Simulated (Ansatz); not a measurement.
Consider the following.

GeMo:
```cif
data_GeMo
_chemical_formula_sum 'Mo1 Ge1'
_space_group_name_H-M_alt 'Pm-3m'
_space_group_IT_number 221
_space_group_name_Hall '-P 4 2 3'
_cell_length_a 3.10622
_cell_length_b 3.10622
_cell_length_c 3.10622
_cell_angle_alpha 90.000
_cell_angle_beta 90.000
_cell_angle_gamma 90.000
loop_
_atom_site_label
_atom_site_type_symbol
_atom_site_symmetry_multiplicity
_atom_site_Wyckoff_symbol
_atom_site_fract_x
_atom_site_fract_y
_atom_site_fract_z
_atom_site_occupancy
Mo1 Mo 1 a 0.00000 0.00000 0.00000 1
Ge1 Ge 1 b 0.50000 0.50000 0.50000 1
```

This is the r²SCAN-relaxed structure.

Question: All from plane-wave PAW r²SCAN (Ansatz code), unless another level is named. Predict the Young's modulus.

Answer: 170 GPa.

Question: And the elastic constants (relaxed ions, GPa)?

Answer: C11 = 267, C12 = 171, C44 = 74.4.

The cell is a constructed one: a structure type filled with these elements; neither database checked (COD, Materials Project) lists it. Its standing as an ambient phase is unchecked. Symmetry was held in the r²SCAN relaxation; whether a distortion lowers the energy is not shown. No spin polarisation was allowed. As this level gives no gap, shear constants depend on the k-mesh and smearing (Fermi–Dirac, 0.1 eV here).

Potentials: the earlier of the program's two PAW sets.
